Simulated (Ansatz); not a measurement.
A plane-wave DFT run in Ansatz 0.2.0 (scalar-relativistic PAW potentials unless the input names others): input and command.

```yaml
crystal:
  lattice:
    - [-1.5771801398, 1.7348981538, 1.5771801398]
    - [1.5771801398, -1.7348981538, 1.5771801398]
    - [1.5771801398, 1.7348981538, -1.5771801398]
  atoms:
    - { symbol: W, position: [0.0, 0.0, 0.0] }
basis:
  ecutwfc: 420
kpoints:
  mp_grid: { grid: [26, 25, 27] }
hamiltonian:
  xc: pbesol
scf:
  occupations: { method: gaussian, width: 0.15 }
  max_iter: 75
output:
  forces: true
  eigenvalues: true
  stress: true
```

```bash
ansatz run input.yaml --threads 1 --pin off --max-ram 2560MiB --backend cpu --events-out ev --progress --plain --runs-dir out
```

Abridged log:
```
Warning: crystal.symmetry: narrowed to the stabiliser of the k-point mesh — unitary ops 16 → 2; excluded 14 operations that carry a point of the 26×25×27 mesh (shift [0, 0, 0]) off the mesh (the run samples exactly the mesh kpoints.mp_grid names, as under crystal.symmetry.detect: false, and its converged state has the mesh's symmetry, not the crystal's; ε∞, the Born charges and the force constants of a linear response (`dielectric:` by the response, `phonons.method: dfpt`) are averaged over those of the crystal's operations that the state keeps within a tolerance, where `mesh_tensors`, `unaver ...
Basis set: ecut = 420 eV, 337 PW (Γ), exchange–correlation on 40×40×40 points (8 copies of the dense FFT grid, shifted against one another)
Bands: 11, of which v1, the nominal top of the filled ones, is band 7 counted from 1 (6 counted from 0)
Symmetry: 2 space group operations
k-points: 8776 of 17550
SCF iter   1: F=—  HF=-10256.356134 eV  |F-HF|=—  |Δ(HF+E_count)|=         —  Δρ=3.36e-3  dr2=9.76e-4  ethr=1.77e-3  ⟨swp⟩=5.0  Hψ=513105  notcnv=0
SCF iter   2: F=—  HF=-10256.355695 eV  |F-HF|=—  |Δ(HF+E_count)|=   4.39e-4  Δρ=1.46e-3  dr2=1.24e-4  ethr=6.97e-6  ⟨swp⟩=2.3  Hψ=200566  notcnv=0
SCF iter   3: F=—  HF=-10256.355709 eV  |F-HF|=—  |Δ(HF+E_count)|=   1.43e-5  Δρ=3.41e-4  dr2=5.78e-6  ethr=8.85e-7  ⟨swp⟩=2.0  Hψ=130970  notcnv=0
SCF iter   4: F=—  HF=-10256.355709 eV  |F-HF|=—  |Δ(HF+E_count)|=   2.36e-8  Δρ=7.63e-5  dr2=2.49e-7  ethr=4.13e-8  ⟨swp⟩=2.8  Hψ=151913  notcnv=0
SCF iter   5: F=-10256.355709 eV  HF=-10256.355709 eV  |F-HF|=1.13e-9  |Δ(HF+E_count)|=   1.55e-7  Δρ=5.23e-6  dr2=2.86e-9  ethr=1.78e-9  ⟨swp⟩=1.1  Hψ=98924  notcnv=0
SCF iter   6: F=-10256.355709 eV  HF=-10256.355709 eV  |F-HF|=1.46e-11  |Δ(HF+E_count)|=  1.46e-10  Δρ=6.49e-7  dr2=2.86e-11  ethr=2.04e-11  ⟨swp⟩=1.9  Hψ=304319  notcnv=0
SCF 1 converged in 6 iterations: F = -10256.355709 eV  dr2 = 2.86e-11
SCF converged after 6 iterations
Free energy (F): -10256.355709 eV
Harris-Foulkes:  -10256.355709 eV  (|F-HF|=1.46e-11)
Internal energy: -10256.349469 eV  (E = F + TS)
E sigma→0 (E₀):  -10256.352589 eV
Entropy (-TS):   -0.006240 eV (-6.240 meV/atom)
Fermi energy:    20.333663 eV
--- Forces (eV/Å), atoms counted from 1 ---
  atom   1  W      0.00000000     0.00000000     0.00000000
--- Stress (GPa, compression-positive) ---
      -17.099473      -0.030654       0.012818
       -0.030654     -38.192360       0.003117
        0.012818       0.003117     -17.101774
  P = ⅓ Tr σ = -24.1312 GPa (-241.312 kbar)
```

One setting here is unusual or wrong in general: a mesh that breaks the symmetry (kpoints.mp_grid.grid: [26, 26, 26] → [26, 25, 27]). For this cell it did little harm to the result: the run converged in 6 SCF iterations (reference: 6) with an energy at zero smearing 0.13 meV/atom above the reference's, pressure -24.13 GPa, largest force 0.000 eV/Å, no gap on the mesh. The program drops the symmetry operations that the mesh breaks, which leaves more k-points to solve, 8776 here. The stress tensor, though, breaks the crystal's symmetry by up to 0.03 GPa, which comes from the mesh. A reference run from the same start on usual settings converged with pressure -24.12 GPa, largest force 0.000 eV/Å, no gap on the mesh.

Time: 42 s on 1 thread of Intel(R) Xeon(R) 6975P-C (Granite Rapids), with other jobs on the host, peak memory 1.9 GiB.